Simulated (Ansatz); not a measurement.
Computed with DFT PBE, scalar-relativistic, plane waves, PAW in Ansatz 0.2.0. Settings: cutoff 420 eV, Γ-centred meshes spaced at most about 0.3 Å⁻¹, and about 0.25 Å⁻¹ or finer for metals (2π included), Gaussian smearing. Collinear spin in cells that started with moments and kept them past the coarse steps, no spin elsewhere.

All energies are static (0 K, no zero-point motion).

Two forms of ScS4 were relaxed alike.

A. (no spin)

```
Sc S
1.0
     3.41002   -3.99615    0.00000
     3.41002    3.99615    0.00000
     0.00000    0.00000    3.60734
Sc S
1 4
Direct
  0.00000 0.00000 0.00000
  0.72930 0.72930 0.50000
  0.27070 0.27070 0.50000
  0.68258 0.31742 0.00000
  0.31742 0.68258 0.00000
```

B. (site moments S 1.4 μB)

```
Sc S
1.0
     4.92344    0.00000    0.00000
     0.00000    4.92344    0.00000
     0.00000    0.00000    4.92344
Sc S
1 4
Direct
  0.00000 0.00000 0.00000
  0.50000 0.00000 0.00000
  0.00000 0.50000 0.00000
  0.00000 0.00000 0.50000
  0.50000 0.50000 0.50000
```

Task: Which form is favoured at zero pressure, and by what margin per atom?

Result: A is lower, by 170 meV/atom. A has space group Cmmm (No. 65), 19.7 Å³/atom and no gap on its mesh; B has space group Pm-3m (No. 221), 23.9 Å³/atom and no gap. Their magnetic states differ too. In A, Sc is surrounded by 6 S at 2.54–2.58 Å; S on a site of symmetry 2mm has 2 Sc at 2.58 Å, 4 S at 2.80 Å and 1 S at 3.13 Å; S on a site of symmetry m2m is surrounded by 1 Sc at 2.54 Å and 5 S at 2.80–2.92 Å. In B, around Sc lie 6 S at 2.46 Å; S on a site of symmetry 4/mmm is surrounded by 2 Sc at 2.46 Å and 12 S at 3.48 Å; S on a site of symmetry m-3m has 12 S at 3.48 Å (long against covalent radii, as for large ions). Both come from invented guesses. A third cell relaxed alike, in I4/mmm, lies 0.46 eV/atom below the lower of the two.

No dispersion correction is applied, so the spacing and binding between layers, chains or molecules are poorly described (Cmmm), and this can change margins and order among such cells. In Cmmm an odd number of electrons in the primitive cell allows no gap without spin; a larger cell or a magnetic state could open one. The magnetic state reached may not be the lowest. Cells relaxed within their symmetry can be saddle points. Some structure types and database cells were kept out of the candidates from the start, so a known form may be missing.
